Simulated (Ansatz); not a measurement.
## WO₃, first-principles data

WO₃:
```
CELL_PARAMETERS angstrom
      3.77653     0.00000     0.00000
      0.00000     3.77653     0.00000
      0.00000     0.00000     3.77653
ATOMIC_POSITIONS crystal
  W  0.00000 0.00000 0.00000
  O  0.00000 0.00000 0.50000
  O  0.50000 0.00000 0.00000
  O  0.00000 0.50000 0.00000
```

Space group Pm-3m (No. 221), ReO3 type; conventional cell a = b = c = 3.777 Å, α = β = γ = 90.00°.

Method: DFT-LDA in the program Ansatz with PAW potentials. The cell and atoms are relaxed at this level. Other levels are named where they apply.

### Cell and energy

Volume per atom: 13.47 Å³
Density: 7.15 g/cm³
Formation energy from the elements (no fitted shifts): -2.22 eV/atom

### Electronic structure

Band gap: 0.57 eV (indirect)
Valence-band maximum: at R
Conduction-band minimum: at Γ
Smallest direct gap on the standard path: 1.62 eV
Electron effective mass, band 1 of 3 at the edge: 18 along [100], 0.34 along [110], 0.26 along [111] (mₑ)
Electron effective mass, band 2 of 3 at the edge: 0.15 along [100], 0.27 along [110], 0.21 along [111] (mₑ)
Electron effective mass, band 3 of 3 at the edge: 0.15 along [100], 0.15 along [110], 0.21 along [111] (mₑ)

### Mechanics

- Bulk modulus (Birch–Murnaghan fit): 260 GPa
- Pressure derivative B′: 4.5
- Elastic constants (relaxed ions, GPa): C11 = 683, C12 = 49.2, C44 = 70.2
- Mechanical stability: stable (all eigenvalues of C positive)
- Hill bulk and shear moduli: 261 and 135 GPa
- Young's modulus: 346 GPa
- Poisson's ratio: 0.28
- Debye temperature from the elastic constants: 607 K

### Dielectric response

- Electronic dielectric constant ε∞ (DFPT) = 9.18
- Born charges (a third of the trace) = W +13.22, O -4.41 e

### Phonons

Highest zone-centre frequency (without LO–TO term): 590 cm⁻¹
Zone-centre stability: unstable, softest mode 277i cm⁻¹
Dynamical stability on the path: unstable, down to 294i cm⁻¹

The first step of the workflow began from a Materials Project structure, measured or hypothetical; the Crystallography Open Database copy checked does not list it. COD files the formula under space group No. 2, 14, 62, 129, 130, 191. Whether it is the stable phase at ambient conditions was not checked. Symmetry was held in the LDA relaxation. No spin polarisation was allowed. No Hubbard U is applied. The references are the lowest solids computed at this level, not always the standard phases (solids in place of the gases). Scalar-relativistic: spin–orbit coupling is off unless named, which matters more the heavier the elements.

Potentials: the earlier of the program's two PAW sets. The files were generated under PBE; for other functionals the program regenerates the frozen cores, and for LDA and PBEsol the local potential too.
